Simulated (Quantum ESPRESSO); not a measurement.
# Si2PBC4: input and log of a self-consistent run

A calculation, not a measurement. The program is pw.x of Quantum ESPRESSO 7.5 (plane-wave density functional theory). The cell is made up: 8 atoms on a zincblende/diamond lattice, with randomly drawn elements, strain and displacements, not relaxed. PseudoDojo standard norm-conserving files (v0.5 for PBE, v0.4.1 for LDA and PBEsol) set the functional; there is no spin polarisation, spin-orbit coupling or dispersion term, and the masses in the input are unused placeholders.

Input:

```
&control calculation='scf', pseudo_dir='./dojo.nc.sr.pbe.v0_5.standard.upf', outdir='./o', disk_io='medium', tprnfor=.true., tstress=.true. /
&system ibrav=0, nat=8, ntyp=4, nbnd=22, ecutwfc=82.02448710, nosym=.true., tot_charge=0,
 occupations='smearing', smearing='fd', degauss=0.0018374661
/
&electrons conv_thr=7.350e-09, electron_maxstep=60, /
ATOMIC_SPECIES
B 1.0 B.upf
C 1.0 C.upf
P 1.0 P.upf
Si 1.0 Si.upf
CELL_PARAMETERS angstrom
4.3206 -0.0183 0.0093
-0.0183 4.2926 0.0146
0.0093 0.0146 4.348
ATOMIC_POSITIONS angstrom
Si -0.0276 -0.0446 0.0865
P -0.028 2.1387 2.2464
Si 2.2215 -0.0293 2.1104
B 2.1315 2.1523 0.0023
C 1.2523 1.2099 1.0232
C 1.0715 3.1613 3.2215
C 3.2217 1.116 3.3973
C 3.2025 3.1816 1.0303
K_POINTS automatic
4 4 4 1 1 1
```

The log is shortened where brackets say so; the opening notice, blank lines, dates and the lines on written files are dropped, and the path of the files is cut. It prints rydbergs, bohrs and kilobars, and counts compression as positive stress.

```
     Program PWSCF v.7.5
     Parallel version (MPI & OpenMP), running on       1 processor cores
     Number of MPI processes:                 1
     Threads/MPI process:                     1
     [start-up lines left out]
     bravais-lattice index     =            0
     lattice parameter (alat)  =       8.1648  a.u.
     unit-cell volume          =     544.1715 (a.u.)^3
     number of atoms/cell      =            8
     number of atomic types    =            4
     number of electrons       =        32.00
     number of Kohn-Sham states=           22
     kinetic-energy cutoff     =      82.0245  Ry
     charge density cutoff     =     328.0979  Ry
     scf convergence threshold =      7.3E-09
     mixing beta               =       0.7000
     number of iterations used =            8  plain     mixing
     Exchange-correlation= PBE
                           (   1   4   3   4   0   0   0)
     [axes and pseudopotential details left out]
   Cartesian axes
     site n.     atom                  positions (alat units)
         1        Si     tau(   1) = (  -0.0063879  -0.0103225   0.0200201  )
         2        P      tau(   2) = (  -0.0064805   0.4949951   0.5199219  )
         3        Si     tau(   3) = (   0.5141589  -0.0067814   0.4884452  )
         4        B      tau(   4) = (   0.4933287   0.4981428   0.0005323  )
         5        C      tau(   5) = (   0.2898407   0.2800274   0.2368163  )
         6        C      tau(   6) = (   0.2479952   0.7316725   0.7456056  )
         7        C      tau(   7) = (   0.7456519   0.2582945   0.7862940  )
         8        C      tau(   8) = (   0.7412081   0.7363709   0.2384596  )
     number of k points=    32  Fermi-Dirac smearing, width (Ry)=  0.0018
                       cart. coord. in units 2pi/alat
        k(    1) = (   0.1252689   0.1259307   0.1235229), wk =   0.0625000
        k(    2) = (   0.1247306   0.1250834   0.3719542), wk =   0.0625000
     [further k points left out]
     Dense  grid:    54637 G-vectors     FFT dimensions: (  48,  48,  48)
     Estimated max dynamical RAM per process >      62.50 MB
     Initial potential from superposition of free atoms
     starting charge      31.9982, renormalised to      32.0000
     Starting wfcs are   32 randomized atomic wfcs
     total cpu time spent up to now is        4.7 secs
     per-process dynamical memory:    48.8 Mb
     Self-consistent Calculation
     iteration #  1     ecut=    82.02 Ry     beta= 0.70
     Davidson diagonalization with overlap
     ethr =  1.00E-02,  avg # of iterations =  3.2
     total cpu time spent up to now is       14.3 secs
     total energy              =     -84.26667779 Ry
     estimated scf accuracy    <       1.37835475 Ry
     iteration #  2     ecut=    82.02 Ry     beta= 0.70
     Davidson diagonalization with overlap
     ethr =  4.31E-03,  avg # of iterations =  2.0
     total cpu time spent up to now is       22.5 secs
     total energy              =     -84.65295595 Ry
     estimated scf accuracy    <       0.75523914 Ry
     iteration #  3     ecut=    82.02 Ry     beta= 0.70
     Davidson diagonalization with overlap
     ethr =  2.36E-03,  avg # of iterations =  2.0
     total cpu time spent up to now is       30.3 secs
     total energy              =     -84.77743833 Ry
     estimated scf accuracy    <       0.02755409 Ry
     iteration #  4     ecut=    82.02 Ry     beta= 0.70
     Davidson diagonalization with overlap
     ethr =  8.61E-05,  avg # of iterations =  9.9
     total cpu time spent up to now is       43.1 secs
     total energy              =     -84.78880840 Ry
     estimated scf accuracy    <       0.00432831 Ry
     iteration #  5     ecut=    82.02 Ry     beta= 0.70
     Davidson diagonalization with overlap
     c_bands:  1 eigenvalues not converged
     ethr =  1.35E-05,  avg # of iterations =  6.5
     total cpu time spent up to now is       52.7 secs
     total energy              =     -84.78940889 Ry
     estimated scf accuracy    <       0.00124511 Ry
     [iterations 6 to 7 left out]
     iteration #  8     ecut=    82.02 Ry     beta= 0.70
     Davidson diagonalization with overlap
     ethr =  9.56E-09,  avg # of iterations =  5.2
     total cpu time spent up to now is       81.9 secs
     total energy              =     -84.78952168 Ry
     estimated scf accuracy    <       0.00000550 Ry
     iteration #  9     ecut=    82.02 Ry     beta= 0.70
     Davidson diagonalization with overlap
     ethr =  9.56E-09,  avg # of iterations =  2.0
     total cpu time spent up to now is       89.7 secs
     total energy              =     -84.78952209 Ry
     estimated scf accuracy    <       0.00000047 Ry
     iteration # 10     ecut=    82.02 Ry     beta= 0.70
     Davidson diagonalization with overlap
     ethr =  1.46E-09,  avg # of iterations =  3.8
     total cpu time spent up to now is       99.1 secs
     total energy              =     -84.78952229 Ry
     estimated scf accuracy    <       0.00000007 Ry
     iteration # 11     ecut=    82.02 Ry     beta= 0.70
     Davidson diagonalization with overlap
     ethr =  2.28E-10,  avg # of iterations =  1.8
     total cpu time spent up to now is      105.1 secs
     total energy              =     -84.78952229 Ry
     estimated scf accuracy    <       0.00000002 Ry
     iteration # 12     ecut=    82.02 Ry     beta= 0.70
     Davidson diagonalization with overlap
     ethr =  7.03E-11,  avg # of iterations =  2.0
     total cpu time spent up to now is      110.6 secs
     End of self-consistent calculation
     [lines on levels left out]
!    total energy              =     -84.78952229 Ry
     estimated scf accuracy    <          1.1E-09 Ry
     smearing contrib. (-TS)   =      -0.00000000 Ry
     internal energy E=F+TS    =     -84.78952229 Ry
     The total energy is F=E-TS. E is the sum of the following terms:
     one-electron contribution =      21.11793062 Ry
     hartree contribution      =       9.11250375 Ry
     xc contribution           =     -29.96082369 Ry
     ewald contribution        =     -85.05913298 Ry
     convergence has been achieved in  12 iterations
     Forces acting on atoms (cartesian axes, Ry/au):
     atom    1 type  4   force =     0.11205072    0.07762116   -0.09590677
     atom    2 type  3   force =     0.03372944   -0.00544906   -0.04495894
     atom    3 type  4   force =    -0.04526328    0.04922143    0.06316780
     atom    4 type  1   force =     0.01588016    0.00505147   -0.02100967
     atom    5 type  2   force =    -0.09342347   -0.05807122    0.03071520
     atom    6 type  2   force =     0.01418554    0.02348152    0.05620238
     atom    7 type  2   force =    -0.01603580    0.00175534   -0.04968721
     atom    8 type  2   force =    -0.02112331   -0.09361065    0.06147721
     Total force =     0.269853     Total SCF correction =     0.000012
     Computing stress (Cartesian axis) and pressure
          total   stress  (Ry/bohr**3)                   (kbar)     P=     -129.60
  -0.00092583   0.00020537  -0.00018947         -136.19       30.21      -27.87
   0.00020537  -0.00061950  -0.00013494           30.21      -91.13      -19.85
  -0.00018947  -0.00013494  -0.00109776          -27.87      -19.85     -161.49
     init_run     :      4.41s CPU      4.56s WALL (       1 calls)
     electrons    :     97.30s CPU    105.91s WALL (       1 calls)
     forces       :      1.07s CPU      1.09s WALL (       1 calls)
     stress       :      4.20s CPU      4.25s WALL (       1 calls)
     [timing details left out]
     PWSCF        :   1m47.08s CPU   1m55.98s WALL
     JOB DONE.
```

In other units: free energy -1153.620 eV for the cell, pressure -12.96 GPa, largest force component 2.881 eV/Å. A rerun of this cell at 1347 eV and a 6 x 6 x 6 mesh moved values by no more than 0.007 eV in energy, 0.07 GPa in stress and 0.003 eV/Å in force.